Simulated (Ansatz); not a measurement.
Rocksalt alloy of PbS and CaS (12 of 32 Pb sites exchanged), 64 atoms

Ansatz, PAW, plane waves. PBEsol relaxation of volume and atoms (shape held) at the single k point (¼, ¼, ¼) without its symmetry partners; single points on the relaxed atoms at the Γ point alone, onto which points of the small cell's zone fold. Arrangement: quasirandom. No spin–orbit coupling unless named.

Relaxed structure:

```yaml
crystal:
  lattice:
    - [11.62632, 0.00000, 0.00000]
    - [0.00000, 11.62632, 0.00000]
    - [0.00000, 0.00000, 11.62632]
  atoms:
    - { symbol: S, position: [0.25100, 0.00704, 0.99989] }
    - { symbol: S, position: [0.25981, 0.99282, 0.50157] }
    - { symbol: S, position: [0.24954, 0.49470, 0.99196] }
    - { symbol: S, position: [0.25766, 0.50482, 0.50664] }
    - { symbol: S, position: [0.74990, 0.00051, 0.98984] }
    - { symbol: S, position: [0.74549, 0.99967, 0.50491] }
    - { symbol: S, position: [0.74822, 0.49958, 0.98953] }
    - { symbol: S, position: [0.74374, 0.50025, 0.50542] }
    - { symbol: S, position: [0.00341, 0.25050, 0.99938] }
    - { symbol: S, position: [0.99488, 0.25012, 0.50076] }
    - { symbol: S, position: [0.00009, 0.75095, 0.99189] }
    - { symbol: S, position: [0.00005, 0.75009, 0.50462] }
    - { symbol: S, position: [0.49145, 0.24955, 0.00048] }
    - { symbol: S, position: [0.50595, 0.24963, 0.50078] }
    - { symbol: S, position: [0.49920, 0.74945, 0.00047] }
    - { symbol: S, position: [0.50161, 0.74960, 0.50131] }
    - { symbol: S, position: [0.00036, 0.00684, 0.25022] }
    - { symbol: S, position: [0.99445, 0.00107, 0.74938] }
    - { symbol: S, position: [0.99914, 0.49353, 0.25041] }
    - { symbol: S, position: [0.99838, 0.49958, 0.74927] }
    - { symbol: S, position: [0.50135, 0.00068, 0.25900] }
    - { symbol: S, position: [0.50750, 0.99981, 0.74419] }
    - { symbol: S, position: [0.49918, 0.49938, 0.25939] }
    - { symbol: S, position: [0.50022, 0.49957, 0.74510] }
    - { symbol: S, position: [0.24217, 0.25005, 0.24403] }
    - { symbol: S, position: [0.24139, 0.25633, 0.75462] }
    - { symbol: S, position: [0.24933, 0.74920, 0.25874] }
    - { symbol: S, position: [0.24207, 0.74314, 0.74518] }
    - { symbol: S, position: [0.75700, 0.25053, 0.25828] }
    - { symbol: S, position: [0.75631, 0.25069, 0.74461] }
    - { symbol: S, position: [0.75153, 0.75058, 0.26067] }
    - { symbol: S, position: [0.75642, 0.74957, 0.74495] }
    - { symbol: Pb, position: [0.99993, 0.00151, 0.99853] }
    - { symbol: Pb, position: [0.99901, 0.00033, 0.50091] }
    - { symbol: Pb, position: [0.99972, 0.49909, 0.99720] }
    - { symbol: Pb, position: [0.99918, 0.49972, 0.50194] }
    - { symbol: Pb, position: [0.49990, 0.00058, 0.99944] }
    - { symbol: Pb, position: [0.49847, 0.49901, 0.99858] }
    - { symbol: Pb, position: [0.24987, 0.25066, 0.50127] }
    - { symbol: Pb, position: [0.24909, 0.74896, 0.99800] }
    - { symbol: Pb, position: [0.75106, 0.24992, 0.99763] }
    - { symbol: Pb, position: [0.75052, 0.74977, 0.99659] }
    - { symbol: Pb, position: [0.25058, 0.00068, 0.25172] }
    - { symbol: Pb, position: [0.24955, 0.00007, 0.74974] }
    - { symbol: Pb, position: [0.24951, 0.49927, 0.25191] }
    - { symbol: Pb, position: [0.75066, 0.00103, 0.25323] }
    - { symbol: Pb, position: [0.74969, 0.49968, 0.25356] }
    - { symbol: Pb, position: [0.00044, 0.74994, 0.25190] }
    - { symbol: Pb, position: [0.49971, 0.25001, 0.25187] }
    - { symbol: Pb, position: [0.50072, 0.25016, 0.74912] }
    - { symbol: Pb, position: [0.50043, 0.74997, 0.25394] }
    - { symbol: Pb, position: [0.50069, 0.74933, 0.74800] }
    - { symbol: Ca, position: [0.50196, 0.99922, 0.50124] }
    - { symbol: Ca, position: [0.50048, 0.49989, 0.50169] }
    - { symbol: Ca, position: [0.24807, 0.25082, 0.99930] }
    - { symbol: Ca, position: [0.25085, 0.74909, 0.50187] }
    - { symbol: Ca, position: [0.75028, 0.25008, 0.50109] }
    - { symbol: Ca, position: [0.75002, 0.74968, 0.50196] }
    - { symbol: Ca, position: [0.24914, 0.49981, 0.74940] }
    - { symbol: Ca, position: [0.75081, 0.00019, 0.74819] }
    - { symbol: Ca, position: [0.75025, 0.50011, 0.74821] }
    - { symbol: Ca, position: [0.99955, 0.25032, 0.25033] }
    - { symbol: Ca, position: [0.99912, 0.25085, 0.74989] }
    - { symbol: Ca, position: [0.99952, 0.74989, 0.74893] }
```

What are the mean bond lengths by pair (pairs within 1.2 times the sum of covalent radii, less contacts 15 % beyond the pair's median; cation–cation pairs of compounds aside; long ionic contacts are cut short by that bound)?

Ca–S 2.859 ± 0.040 Å (standard deviation, 72 bonds); Pb–S 2.926 ± 0.033 Å (standard deviation, 108 bonds).

What gap lies between the top filled and the lowest empty level in the single points?

HSE06 1.57 eV (5 min on 16 threads of Platinum 8259CL).
